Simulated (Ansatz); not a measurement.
With the program Ansatz at the PBEsol level (PAW), MoPt in the CsCl type structure (Pm-3m) relaxes to a = 3.140 Å. Its formation energy from the elements is 0.24 eV/atom, with no fitted shifts.

Electronic character: metallic (no gap). Gap from PBEsol with spin–orbit coupling: none (metallic).

The bulk modulus is 2720 kbar. The relaxed-ion elastic constants in GPa are C11 = 75.8, C12 = 370, C44 = 114. The highest mode at Γ lies at 3.0 meV.

The start of the workflow was typed in or built on a structure type; neither database checked (COD, Materials Project) lists it. Whether it is the stable phase at ambient conditions was not checked. Symmetry was held in the PBEsol relaxation. At this level the phase is mechanically unstable. The run is not spin-polarised. Its formation energy is positive at this level, so the cell may be metastable or incomplete. As this level gives no gap, shear constants depend on the k-mesh and smearing (Fermi–Dirac, 0.1 eV here). On the denser mesh and wider smearing of the elastic run this cell carries a stress of 0.3 GPa. The references are the lowest solids computed at this level, not always the standard phases. Spin–orbit coupling is left out wherever it is not named.

Potentials: the earlier of the program's two PAW sets. The files were generated under PBE; for other functionals the program regenerates the frozen cores, and for LDA and PBEsol the local potential too.
